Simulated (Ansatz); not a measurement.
Consider the following.

Starting cell, MgO (rock salt):

```
MgO
1.0
    0.00000     4.25375     4.25375
    2.12687     2.12687     4.25375
    2.12687     2.12687     0.00000
O Mg
2 2
Direct
  0.00000   0.00000   0.00000
  0.50000   0.00000   0.00000
  0.00000   0.50000   0.50000
  0.50000   0.50000   0.50000
```

The atoms are displaced by Q × the pattern below (from a DFPT mode at X = (0.5, 0.5, 0.0), largest move 1; Q in Å), at fixed cell. (q is in reciprocal vectors of the primitive cell; the cell shown is doubled to hold the pattern.)

```csv
atom,x,y,z
O1,0.000,0.000,-0.138
O2,0.000,0.000,0.138
Mg3,0.000,0.000,1.000
Mg4,0.000,0.000,-1.000
```

All values below come from PBE (plane waves to 420 eV, PAW, scalar-relativistic; Ansatz, a quantum-chemistry and plane-wave program). k mesh 13×13×13 (Γ-centred), Fermi-Dirac smearing 0.05 eV. Energies are smeared free energies. MgO was relaxed with its symmetry unable to fall. ΔE is measured from the undisplaced structure.

The scan covers Q from -0.100 to 0.100 Å in 13 points.

Task: Which space group does the distorted structure have?

Result: P4/nmm (No. 129), lowered from Fm-3m.

Task: Is this a single well or a double well?

Result: A single well with its minimum at or next to zero displacement.

Task: What is the energy change at Q = 0.100 Å?

Result: 148.0 meV/cell.

Task: What harmonic wavenumber does the curvature at Q = 0 give?

Result: 400 cm⁻¹.

(For displaced atoms, the force is minus the slope of the energy, and its curvature is a force constant, which sets phonon frequencies.)
